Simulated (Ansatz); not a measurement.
## What DFT gives for YTl₂Si₂

```yaml
crystal:
  lattice:
    - [0.00000, 4.53934, 0.00000]
    - [4.53934, 0.00000, 0.00000]
    - [2.26967, 2.26967, -5.35340]
  atoms:
    - { symbol: Y, position: [0.00000, 0.00000, 0.00000] }
    - { symbol: Si, position: [0.37500, 0.37500, 0.25000] }
    - { symbol: Si, position: [0.62500, 0.62500, 0.75000] }
    - { symbol: Tl, position: [0.75000, 0.25000, 0.50000] }
    - { symbol: Tl, position: [0.25000, 0.75000, 0.50000] }
```

Level: PBE, no spin polarisation; 420 eV; 8×8×8 Γ-centred mesh; fermi-dirac occupations (width 0.0532 eV); Ansatz 0.2.0, fixed geometry.

(1) What happens at the Fermi level?

(2) What does the stress say?

(3) Where is the largest force?

(4) What is the formation energy?

(5) Give the Bader charges.

Origin: a known structure type with other elements, at an estimated volume, so it need not be a known compound. Caveats: atoms or cell far from equilibrium.

## Answers

(1) It is a metal, with about 2.4 states/eV a cell as the mean within 0.25 eV of the Fermi level, mostly Y d (35 %), Si p (21 %) and Tl p (15 %).

(2) The pressure is 10.6 GPa (compression positive), so with the atoms held at these fractions the cell would first expand; the forces are large, so a full relaxation may end otherwise. The principal stresses 4.4, 13.6, 13.6 GPa differ, so its shape would change too.

(3) The largest is on Si2 (and as large on other atoms): 2.82 eV/Å, components (0.00, 0.00, 2.82). It makes 121° with the line to a nearest neighbour, Tl4 at 2.63 Å.

(4) 0.47 eV an atom against the elements' usual phases (free molecules for gases, crystals otherwise, with no correction for O₂ or N₂), so at this geometry it isn't bound against them. Relaxing would lower it.

(5) Bader charges in e: Y +1.53, Tl -0.41, Si -0.36. In the mean Y gives up most and Tl takes most.
